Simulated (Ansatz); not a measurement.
Question: AlNi (rock salt, Fm-3m) is relaxed with the program Ansatz at the r²SCAN level (PAW). What lattice parameters of the conventional cell result?

Answer: a = 4.806 Å.

The start of the workflow was typed in or built on a structure type; neither database checked (COD, Materials Project) lists it. It is not the phase usual at ambient conditions (space group No. 221). Symmetry was held in the r²SCAN relaxation. At this level the phase is mechanically unstable. The workflow began spin-polarised and lost its moments.

Potentials: the later of the program's two PAW sets.
